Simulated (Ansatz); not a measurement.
## NiO (Fm-3m)

Computed with Ansatz (plane waves, PAW): PBEsol+U, U_eff = 4.0 eV (Dudarev form) on Ni d, fully localised double counting, collinear spin, scalar-relativistic, 420 eV, PAW set soft_2 (made for PBE), 8×8×8 mesh, Gaussian smearing of 0.05 eV.

```
CELL_PARAMETERS angstrom
0.00000 2.09131 2.09131
2.09131 0.00000 2.09131
4.18262 4.18262 0.00000
ATOMIC_POSITIONS crystal
Ni 0.00000 0.00000 0.00000
O 0.50000 0.50000 0.25000
Ni 0.00000 0.00000 0.50000
O 0.50000 0.50000 0.75000
```

The structure is that of a cell as deposited in COD, unrelaxed. The cell shown is twice the primitive one, so that more magnetic patterns fit.

Cell and atoms stay fixed. Atoms count from 1 in the text and from 0 in parts of the program's output.

Two runs on this cell converged from different starts. The ends of their outputs, energies left out (λ are the eigenvalues of a shell's occupation matrix):

Run A:

```
Magnetization: 0.0000 μB (24.0000 up, 24.0000 down)
Absolute magnetization: 3.4374 μB (∫|ρ↑−ρ↓|, with the PAW one-centre terms)
Per-site moments (μB) at R_I (Å): [(1.58015, 0.86267), (0.00000, 0.86267), (-1.58015, 0.86267), (0.00000, 0.86267)]
Fermi energy:    14.172951 eV
--- Forces (eV/Å), atoms counted from 1 ---
  atom   1  Ni     0.00000000     0.00000000     0.00000000
  atom   2  O      0.00000000     0.00000000     0.00000000
  atom   3  Ni     0.00000000     0.00000000     0.00000000
  atom   4  O      0.00000000     0.00000000     0.00000000
--- Stress (GPa, compression-positive) ---
       -3.203945      -0.137446       0.137446
       -0.137446      -3.203945       0.137446
        0.137446       0.137446      -3.203945
  P = ⅓ Tr σ = -3.2039 GPa (-32.039 kbar)
--- Löwdin populations: 4 sites ---
  site symbol       q [e]    m [muB]
     0     Ni     16.8835     1.5626
     1      O      6.9962     0.0000
     2     Ni     16.8835    -1.5626
     3      O      6.9962     0.0000
--- Occupation matrices: 2 shells (run DFT+U table (all-electron-ortho-atomic); ε = 3.97e-5) ---
  Ni0 d_3D up     Tr n = 4.9740  λ = 0.990 0.990 0.998 0.998 0.998
  Ni0 d_3D dn     Tr n = 3.3785  λ = 0.196 0.196 0.996 0.996 0.996
  Ni2 d_3D up     Tr n = 3.3785  λ = 0.196 0.196 0.996 0.996 0.996
  Ni2 d_3D dn     Tr n = 4.9740  λ = 0.990 0.990 0.998 0.998 0.998
```

Run B:

```
Magnetization: 0.0000 μB (24.0000 up, 24.0000 down)
Absolute magnetization: 3.5600 μB (∫|ρ↑−ρ↓|, with the PAW one-centre terms)
Per-site moments (μB) at R_I (Å): [(1.63998, 0.86267), (0.00000, 0.86267), (-1.63997, 0.86267), (0.00000, 0.86267)]
Entropy (-TS):   -0.000004 eV (-0.001 meV/atom)
Fermi energy:    14.626098 eV
--- Forces (eV/Å), atoms counted from 1 ---
  atom   1  Ni     0.00000000     0.00000000     0.00000000
  atom   2  O     -0.75137507     0.75144794     0.00008148
  atom   3  Ni     0.00000000     0.00000000     0.00000000
  atom   4  O      0.75137507    -0.75144794    -0.00008148
--- Stress (GPa, compression-positive) ---
       10.805925      -0.134668       0.254327
       -0.134666      10.806569       0.254139
        0.254576       0.254784      23.342340
  P = ⅓ Tr σ = 14.9849 GPa (149.849 kbar)
--- Löwdin populations: 4 sites ---
  site symbol       q [e]    m [muB]
     0     Ni     16.7916     1.6935
     1      O      7.0734     0.0000
     2     Ni     16.7916    -1.6935
     3      O      7.0734     0.0000
--- Occupation matrices: 2 shells (run DFT+U table (all-electron-ortho-atomic); ε = 8.03e-3) ---
  Ni0 d_3D up     Tr n = 4.9740  λ = 0.987 0.995 0.995 0.998 0.999
  Ni0 d_3D dn     Tr n = 3.2708  λ = 0.056 0.229 0.993 0.996 0.996
  Ni2 d_3D up     Tr n = 3.2708  λ = 0.056 0.229 0.993 0.996 0.996
  Ni2 d_3D dn     Tr n = 4.9740  λ = 0.987 0.995 0.995 0.998 0.999
```

Q: Which run lies higher in energy, by how much, and why?

A: Run B, by 546.6 meV/atom. Run B has 8 d electrons in filled orbitals, 2 of them unpaired, the high-spin filling, a gap of 0.20 eV; run A has 8 d electrons in filled orbitals, 2 of them unpaired, the high-spin filling, a gap of 2.50 eV. Run B kept 2 symmetry operations, run A 12. Flag on run B: possible saddle point. Both fill the same number of orbitals in each spin with the same magnetic order, so they differ in which orbitals are filled. With J = 0 the Hubbard energy is (U/2) Σ λ(1 − λ), a penalty on fractional natural occupations. The sums Σ λ(1 − λ) over the cell's shells are 0.71 for run A and 0.54 for run B, which at U/2 = 2.00 eV give 1.42 and 1.08 eV per cell. Of the difference of 2.19 eV per cell, the Hubbard term gives -0.34 eV and all other terms 2.52 eV, so the other terms decide the order against the Hubbard term. The other terms are taken on each state's own density, so they aren't the result of a run without U.

Every start opposed the Ni moments, so their parallel order wasn't tried.

In the lower state the fixed cell carries a pressure of -3.2 GPa (the cell is larger than this level of theory would relax to); relaxing would change energies and could change the order of close states.

Run B started from: random orbitals: single harmonics, high spin, moments Ni1 2.00; Ni3 -2.00 μB, occupations held for 12 iterations. Run A started from atoms, symmetry kept, no search, moments Ni1 2.00; Ni3 -2.00 μB. At this level the cell was started in 11 ways, of which 1 didn't converge. Run A holds the lowest state found for this cell, which doesn't make it the ground state. The value of U was drawn from a range and not derived for this compound; another value can change gaps, moments and the order of states. A gap on the mesh alone may shrink between mesh points.
